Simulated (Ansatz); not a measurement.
Question: Name crystals whose computed values (the program Ansatz at the PBE level (PAW)) fall in these windows: electron conductivity mass (mₑ) 0.15 to 0.19; B₀ by P(V) fit (GPa) 63 to 77; gap (eV) 1.8 to 2.3.

Answer: 

```tsv
crystal	electron conductivity mass (mₑ)	B₀ by P(V) fit (GPa)	gap (eV)
ZnS, zinc blende	0.17	69.5	2.01
```
Others may fit too.

The cell was relaxed under the symmetry of its start.

Potentials: the earlier of the program's two PAW sets.
